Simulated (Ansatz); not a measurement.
LiF:
```xyz
2
Lattice="0.0000 2.0339 2.0339 2.0339 0.0000 2.0339 2.0339 2.0339 0.0000" Properties=species:S:1:pos:R:3 pbc="T T T"
Li     0.0000     0.0000     0.0000
F      2.0339     2.0339     2.0339
```

Tensor components refer to the Cartesian frame of this cell.

Give the high-frequency dielectric tensor and the Born effective charge tensors of the independent atoms from DFPT, PBE in the plane-wave PAW code Ansatz.


ε∞:
```
2.05  0.00  0.00
0.00  2.05  0.00
0.00  0.00  2.05
```
Z* of atom 1 (Li), rows: field, columns: displacement, in e:
```
1.05  0.00  0.00
0.00  1.05  0.00
0.00  0.00  1.05
```
Z* of atom 2 (F), rows: field, columns: displacement, in e:
```
-1.05   0.00   0.00
 0.00  -1.05   0.00
 0.00   0.00  -1.05
```

Static charges for comparison (Bader): Li1 +0.90, F2 -0.90 e. Born charges measure polarisation by displacement and can exceed these by far.

Space group Fm-3m (rock salt). Symmetry was held in the PBE relaxation.

Potentials: the later of the program's two PAW sets.
